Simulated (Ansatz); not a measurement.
## Relaxing a structure of Be

The start is a relaxed Be cell, doubled along one cell vector, shaken by Gaussian noise of σ = 0.08 Å a coordinate. A full variable-cell relaxation at zero pressure is run with PBEsol (plane waves to 420 eV, PAW, scalar-relativistic; Ansatz, an electronic-structure program). The first steps use a coarse 18×9×18 k-mesh.

Initial structure:
```
CELL_PARAMETERS angstrom
      0.00000     1.57379     1.57379
      3.14758     0.00000     3.14758
      1.57379     1.57379     0.00000
ATOMIC_POSITIONS crystal
  Be 0.95611 0.98319 0.94683
  Be 0.06246 0.48815 0.92403
```

- Largest initial force: 0.70 eV/Å, on Be1, Be2 (atoms numbered as listed)
- Relative to the parent: It relaxes back to the parent, Fm-3m (No. 225)
- Band gap at the end: zero (metallic)
- Optimiser moves: 7

Final structure:

```cif
data_Be4
_chemical_formula_sum 'Be4'
_space_group_name_H-M_alt 'Fm-3m'
_space_group_IT_number 225
_space_group_name_Hall '-F 4 2 3'
_cell_length_a 3.14759
_cell_length_b 3.14759
_cell_length_c 3.14759
_cell_angle_alpha 90.000
_cell_angle_beta 90.000
_cell_angle_gamma 90.000
loop_
_atom_site_label
_atom_site_type_symbol
_atom_site_symmetry_multiplicity
_atom_site_Wyckoff_symbol
_atom_site_fract_x
_atom_site_fract_y
_atom_site_fract_z
_atom_site_occupancy
Be1 Be 4 a 0.00000 0.00000 0.00000 1
```
(The calculation used a cell of 1 atom; values per cell refer to that cell.)

Final values are on a 25×25×25 k-mesh of the relaxed cell. No spin polarisation in the result.

The run could not lose the symmetry of its start, so the end can be a saddle point.

The relaxed structure here is a generated cell of Be: the first start was made by a random draw of sites in a space group, and the end was not matched to a known phase here, so it may be hypothetical. Known forms of Be include space group No. 194.
